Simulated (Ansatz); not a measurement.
The relaxed structure here is a generated cell of CdSe: the first start was made by placing the elements on the sites of a structure type, and the end was not matched to a known phase here, so it may be hypothetical. Known forms of CdSe include space group No. 186, 216.

The end point of a relaxation of CdSe. Space group P6₃/mmc (No. 194), AFLOW prototype AB_hP12_194_af_bf (as in MoC). Method: PBEsol (plane waves to 420 eV, PAW, scalar-relativistic; Ansatz, an electronic-structure program).

```cif
data_Cd6Se6
_chemical_formula_sum 'Se6 Cd6'
_space_group_name_H-M_alt 'P 1'
_space_group_IT_number 1
_cell_length_a 3.98404
_cell_length_b 3.98404
_cell_length_c 19.52400
_cell_angle_alpha 90.000
_cell_angle_beta 90.000
_cell_angle_gamma 120.000
loop_
_space_group_symop_operation_xyz
  'x, y, z'
loop_
_atom_site_label
_atom_site_type_symbol
_atom_site_fract_x
_atom_site_fract_y
_atom_site_fract_z
_atom_site_occupancy
Se1 Se 0.00000 0.00000 0.25000 1
Se2 Se 0.00000 0.00000 0.75000 1
Se3 Se 0.33333 0.66667 0.58319 1
Se4 Se 0.66667 0.33333 0.08319 1
Se5 Se 0.66667 0.33333 0.41681 1
Se6 Se 0.33333 0.66667 0.91681 1
Cd1 Cd 0.00000 0.00000 0.00000 1
Cd2 Cd 0.00000 0.00000 0.50000 1
Cd3 Cd 0.33333 0.66667 0.16572 1
Cd4 Cd 0.66667 0.33333 0.66572 1
Cd5 Cd 0.66667 0.33333 0.83428 1
Cd6 Cd 0.33333 0.66667 0.33428 1
```

**Question.** Predict the band gap from PBEsol.

**Answer.** No clear gap: the sampled points leave 0.12 eV away from the symmetry points, which may be a band crossing missed between them.

**Question.** Predict the smallest direct gap from PBEsol.

**Answer.** 0.15 eV at Γ.

No spin polarisation in the result.

The run could not lose the symmetry of its start: the end is stationary, and may be a saddle point rather than a minimum.
